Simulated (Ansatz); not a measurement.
The relaxed structure here is a generated cell of ZnCu: the first start was made by placing the elements on the sites of a structure type, and the end was not matched to a known phase here, so it may be hypothetical. Known forms of ZnCu include space group No. 221.

A relaxed cell of ZnCu (P-6m2 (No. 187)), relaxed on a k-mesh at least as fine as the one used below. Computed with PBEsol (plane waves to 420 eV, PAW, scalar-relativistic; Ansatz, a first-principles code). Γ-centred k-mesh 14×7×8 on the run's cell (coarser than for final values), Fermi–Dirac smearing 0.05 eV.

```xyz
4
Lattice="2.6239 0.0000 0.0000 -2.6239 4.5448 0.0000 0.0000 0.0000 4.1384" Properties=species:S:1:pos:R:3 pbc="T T T"
Cu     0.0000     0.0000     0.0000
Cu    -1.3120     2.2724     0.0000
Zn     0.0000     1.5149     2.0692
Zn    -1.3120     3.7873     2.0692
```

Every atom was then displaced, and the forces became (eV/Å):

```
atom     Fx     Fy     Fz
----  -----  -----  -----
Cu1    0.16   0.17   0.00
Cu2   -0.71   0.26  -1.43
Zn3    0.55  -0.05   1.27
Zn4    0.01  -0.38   0.16
```

**Question.** Which atom was moved farthest relative to the others, and in which direction?

**Answer.** Cu2, by (0.14, -0.02, 0.13) Å (0.19 Å, mean shift removed); the next is Zn3 with 0.11 Å. Its force makes an angle of 161° with its move.

All displacements (Å):

| atom | ux | uy | uz |
|---|---|---|---|
| Cu1 | -0.084 | -0.046 | -0.048 |
| Cu2 | 0.074 | -0.024 | 0.127 |
| Zn3 | -0.137 | 0.005 | -0.084 |
| Zn4 | -0.106 | 0.065 | -0.019 |

**Question.** Estimate the energy cost of the displacement in the harmonic approximation and compare with the calculation.

**Answer.** For a harmonic well ΔE = −½ Σ F·u = 0.236 eV a cell, or 59 meV/atom. The calculated energy relative to the undisplaced cell is +0.05 eV/atom, so the harmonic estimate holds well.

No spin polarisation in the result.

The run that gave the undisplaced cell could not lose the symmetry of its start; a randomly shaken copy of 4 atoms returns to this structure.
